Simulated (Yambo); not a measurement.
LiBH₄ (space group P6_3mc, No. 186); a = b = 4.203 Å, c = 7.420 Å, α = β = 90.00°, γ = 120.00°. With the G0W0 scissor the direct gap on the mesh is 9.84 eV. Axes are Cartesian, with cell vectors (Å) (4.20, 0.00, 0.00), (-2.10, 3.64, 0.00), (0.00, 0.00, 7.42).

Q: Can the lowest exciton of this BSE run be trusted, and with what binding energy? (Yambo, PBEsol bands; 9×9×4 mesh, 5 valence and 7 conduction bands, static screening with 52 bands and a 3 Ry block, scissor 3.10 eV, Tamm-Dancoff.)

A: No. The run can't give a binding energy: its band window is complete only up to 11.51 eV, too close above the direct gap of 9.84 eV. The scissor comes from a G0W0 run whose convergence isn't established. 

Geometry of the Materials Project entry, not relaxed at this level.

The structure is a Materials Project entry; no match was found in the copy of COD used, and its stability was not checked.
